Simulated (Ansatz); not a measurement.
How much do the gradients of BaZnPF depend on the method?

Cell: a COD entry, ions relaxed with PBE at fixed cell.

```cif
data_BaZnPF
_symmetry_space_group_name_H-M 'P4/nmm:1'
_symmetry_Int_Tables_number 129
_cell_length_a 4.1563
_cell_length_b 4.1563
_cell_length_c 9.4574
_cell_angle_alpha 90.000
_cell_angle_beta 90.000
_cell_angle_gamma 90.000
loop_
_atom_site_label
_atom_site_type_symbol
_atom_site_symmetry_multiplicity
_atom_site_Wyckoff_symbol
_atom_site_fract_x
_atom_site_fract_y
_atom_site_fract_z
Ba Ba 2 c 0.5000 0.0000 0.3304
Zn Zn 2 a 0.5000 0.5000 0.0000
P P 2 c 0.0000 0.5000 0.1492
F F 2 b 0.5000 0.5000 0.5000
```

One atom of each set is listed.

First run. Computed with Ansatz: DFT, PBE, plane waves and PAW, scalar-relativistic, 420 eV cutoff, Γ-centred 8×8×4 k-points, Fermi–Dirac smearing 0.05 eV.

```
site  V_zz (10²¹ V/m²)     η
  Ba             -0.92  0.00
  Zn            -0.093  0.00
   P             -1.47  0.00
   F              1.30  0.00
```

Second run. The same atoms and settings, except that the functional is r2SCAN and the cutoff is 500 eV.

(1) What does the second run give?

Results:

(1) 

```
site    V_zz     η  change of V_zz
  Ba   -0.63  0.00           +0.29
  Zn  -0.063  0.00           +0.03
   P   -1.34  0.00           +0.13
   F    1.23  0.00           -0.07
```

The largest change of V_zz is on Ba, from -0.92 to -0.63. In per cent, |V_zz| changes by -32 on Ba, -8 on P, -5 on F (all sites that start above 0.5).

Without spin–orbit coupling (the program notes it for Ba) the gradients can shift somewhat, as the gap is small.
For the first run: With a gap of 0.4 eV on this mesh, small gradients can still move by 0.1 × 10²¹ V/m² or more as the k-mesh gets denser.
For the second run: With these PAW files V_zz is typically within 2 to 3 % of all-electron values, but misses above 10 % occur on Zn. With a gap of 0.7 eV on this mesh, small gradients can still move by 0.1 × 10²¹ V/m² or more as the k-mesh gets denser.
